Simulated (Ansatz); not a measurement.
## BaCaLaSbO6 — Sb-121 nuclear quadrupole resonance

Cell: a Materials Project structure (computed, not necessarily an observed phase), atoms as given.

Space group P-1 (No. 2); a = 6.0093, b = 6.0741, c = 8.5851 Å, α = 90.45°, β = 90.69°, γ = 90.16°.

| site | Wyckoff | site symmetry | x | y | z |
| --- | --- | --- | --- | --- | --- |
| Ba | 2i | 1 | 0.5050 | 0.5315 | 0.2508 |
| Ca | 2i | 1 | 0.9906 | 0.0399 | 0.2555 |
| La5 | 1c | -1 | 0.0000 | 0.5000 | 0.0000 |
| La6 | 1f | -1 | 0.5000 | 0.0000 | 0.5000 |
| Sb7 | 1d | -1 | 0.5000 | 0.0000 | 0.0000 |
| Sb8 | 1g | -1 | 0.0000 | 0.5000 | 0.5000 |
| O9 | 2i | 1 | 0.2317 | 0.1856 | 0.9342 |
| O10 | 2i | 1 | 0.2722 | 0.6908 | 0.5259 |
| O13 | 2i | 1 | 0.3097 | 0.7317 | 0.9589 |
| O14 | 2i | 1 | 0.1765 | 0.2217 | 0.5564 |
| O17 | 2i | 1 | 0.3868 | 0.9998 | 0.2261 |
| O18 | 2i | 1 | 0.0630 | 0.4367 | 0.2719 |

One atom of each set is listed.

Method: Kohn–Sham DFT in Ansatz, PBE, plane waves and PAW, scalar-relativistic, 420 eV cutoff, Γ-centred 4×4×3 k-points, Fermi–Dirac smearing 0.02 eV.

Sb-121: I = 5/2, Q = -543.0 mb (year-2017 value). Static lattice, zero field.

Question: Predict the zero-field Sb-121 lines of each site.

Answer: For I = 5/2 and η = 0 the lines are 3|C_Q|/20 and twice that; η pulls their ratio below 2. At large η the states mix, and weaker lines appear at sums of the main ones; lines under 5 % of the strongest are left out.

```json
{"site": "Sb7", "atoms": "1", "V_zz (10²¹ V/m²)": "-3.23", "C_Q (MHz)": "42.5", "η": "0.85", "line frequencies (MHz)": "10.2, 11.5, 21.7"}
{"site": "Sb8", "atoms": "1", "V_zz (10²¹ V/m²)": "-3.18", "C_Q (MHz)": "41.8", "η": "0.44", "line frequencies (MHz)": "7.49, 12.1"}
```

Question: And for ¹²³Sb (I = 7/2, Q = -692.0 mb) on Sb7?

Answer: C_Q scales with Q to 54.1 MHz, with lines at 7.09, 9.21, 10.7 MHz.

Without spin–orbit coupling (the program notes it for Sb) the gradients are little affected as a rule: paired runs on crystals with a gap mostly move them by under 2 % at such atoms. With these PAW files V_zz is typically within 2 to 3 % of all-electron values, but misses above 10 % occur on Sb.
